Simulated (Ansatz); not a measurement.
A geometry of Be away from equilibrium: the start of the relaxation of a randomly generated symmetric cell of Be (space group No. 63). All values below come from r2SCAN (plane waves to 500 eV, PAW, scalar-relativistic; Ansatz, a quantum-chemistry and plane-wave program). Γ-centred k-mesh 15×15×9 on the run's cell (coarser than for final values), Fermi–Dirac smearing 0.05 eV.

```xyz
2
Lattice="1.2290 -2.0396 0.0000 1.2290 2.0396 0.0000 0.0000 0.0000 3.4850" Properties=species:S:1:pos:R:3 pbc="T T T"
Be     1.2290    -0.2636     2.6138
Be     1.2290     0.2636     0.8713
```

Q: Give the Cartesian forces on all atoms (eV/Å).

A: 
| atom | Fx | Fy | Fz |
|---|---|---|---|
| Be1 | 0.00 | -3.09 | 0.00 |
| Be2 | 0.00 | 3.09 | 0.00 |

Q: What is the pressure?

A: +9.3 GPa, compression positive.

Q: How far above the relaxed end point is this geometry?

A: 0.87 eV/atom; the path ends in P6₃/mmc (No. 194) (hcp (Mg type)).

No spin polarisation in the result.

The run could not lose the symmetry of its start; a randomly shaken copy of 4 atoms returns to this structure.
